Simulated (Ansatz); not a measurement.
Property card for GaPt3

GaPt3:
```
GaPt3
1.0
   -2.74867     2.74867     3.96386
    2.74867    -2.74867     3.96386
    2.74867     2.74867    -3.96386
Ga Pt
2 6
Cartesian
  2.74867   0.00000   1.98193
  0.00000   2.74867   1.98193
  1.13485   1.61381   0.00000
  1.61381   1.13485   3.96386
  3.88352   1.13485   0.00000
 -1.13485   1.61381   3.96386
  0.00000   0.00000   1.98193
  0.00000   0.00000   5.94579
```

Space group I4/mcm (No. 140); conventional cell a = 5.4973 Å, b = 5.4973 Å, c = 7.9277 Å, α = 90.00°, β = 90.00°, γ = 90.00°.

Method: r²SCAN (plane waves, PAW; program Ansatz). Structure relaxed to zero pressure with the same functional. Other levels are named where they apply.

### Cell and energy

```json
{
 "volume_per_atom": "14.97 Å³",
 "density": "18.16 g/cm³",
 "Formation energy from the elements (no fitted shifts)": "-0.48 eV/atom"
}
```

### Electronic structure

```json
{
  "electronic_character": "metallic (no gap)",
  "Density of states at the Fermi level": "0.55 states/eV per atom (mean over ±0.08 eV)",
  "Gap with spin–orbit coupling": "none (metallic)"
}
```

### Mechanics

```json
{
 "Bulk modulus (Birch–Murnaghan fit)": "2310 kbar",
 "Pressure derivative B′": "5.5"
}
```

The first step of the workflow began from a Materials Project structure, measured or hypothetical; the Crystallography Open Database copy checked does not list it. COD files the formula under space group No. 127, so this cell is another polymorph or a model. Its standing as an ambient phase is unchecked. The r²SCAN relaxation kept the symmetry of its start; its stability against distortions is not shown here. No spin polarisation was allowed. Axis ratios of metals converge slowly with the k-mesh, so a and c are less sure than the volume. The references are the lowest solids computed at this level, not always the standard phases. Spin–orbit coupling is left out wherever it is not named.

Potentials: the later of the program's two PAW sets.
